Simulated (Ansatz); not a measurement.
Relaxed-ion elastic tensor of Nb₃Sn in space group Fm-3m (No. 225; Sn on 4a, Nb on 4b, Nb on 8c) in GPa (Voigt order), PBEsol in the plane-wave PAW code Ansatz; density 9.04 g/cm³, 18.24 Å³ per atom.

```
 157   184   184   0.0   0.0   0.0
 184   157   184   0.0   0.0   0.0
 184   184   157   0.0   0.0   0.0
 0.0   0.0   0.0  53.6   0.0   0.0
 0.0   0.0   0.0   0.0  53.6   0.0
 0.0   0.0   0.0   0.0   0.0  53.6
```

Is the crystal mechanically stable?

No: the smallest eigenvalue of C is -26.2 GPa.

The cell is a constructed one: a structure type filled with these elements; neither database checked (COD, Materials Project) lists it. It is not the phase usual at ambient conditions (space group No. 223). The PBEsol relaxation kept the symmetry of its start. At this level the phase is mechanically unstable. No spin polarisation was allowed. As this level gives no gap, shear constants depend on the k-mesh and smearing (Fermi–Dirac, 0.1 eV here). Spin–orbit coupling is left out wherever it is not named.

Potentials: the later of the program's two PAW sets.
